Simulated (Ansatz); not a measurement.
Os:
```yaml
crystal:
  lattice:
    - [2.73624, 0.00000, 0.00000]
    - [-1.36812, 2.36965, 0.00000]
    - [0.00000, 0.00000, 4.32270]
  atoms:
    - { symbol: Os, position: [0.33333, 0.66667, 0.75000] }
    - { symbol: Os, position: [0.66667, 0.33333, 0.25000] }
```

Relaxed with PBE+D3(BJ). Special points in fractions of this cell's reciprocal vectors: Γ (0.000, 0.000, 0.000); M (0.500, 0.000, 0.000); K (0.333, 0.333, 0.000); A (0.000, 0.000, 0.500); L (0.500, 0.000, 0.500); H (0.333, 0.333, 0.500).

Q: List the band energies nearest the Fermi level at these points for DFT-PBE+D3(BJ) in the program Ansatz with PAW potentials.

A: In eV from the Fermi level; about four levels below and three above (degenerate sets whole), none deeper than 8.9 eV; … stands for higher levels left out; points with the same levels are listed once.

```csv
k,below,above
Γ,-2.27 -2.27 -1.61 -1.61 -0.04,1.64 1.64 …
M,-3.60 -2.96 -2.62 -1.93,1.99 2.56 2.69
K,-4.67 -3.48 -3.48 -1.39,1.43 1.43 2.02
A,-3.30 -3.30 -3.30 -3.30,0.85 0.85 0.85 0.85
L,-1.26 -1.26 -0.23 -0.23,2.33 2.33 3.25 3.25
H,-3.49 -3.49 -1.42 -1.42,1.58 1.58 8.27 8.27
```

Space group P6_3/mmc (hcp (Mg type)). Symmetry was held in the PBE+D3(BJ) relaxation. No spin polarisation was allowed. The pairwise dispersion correction was not fitted to metals. Spin–orbit coupling is left out wherever it is not named.

Potentials: the later of the program's two PAW sets.
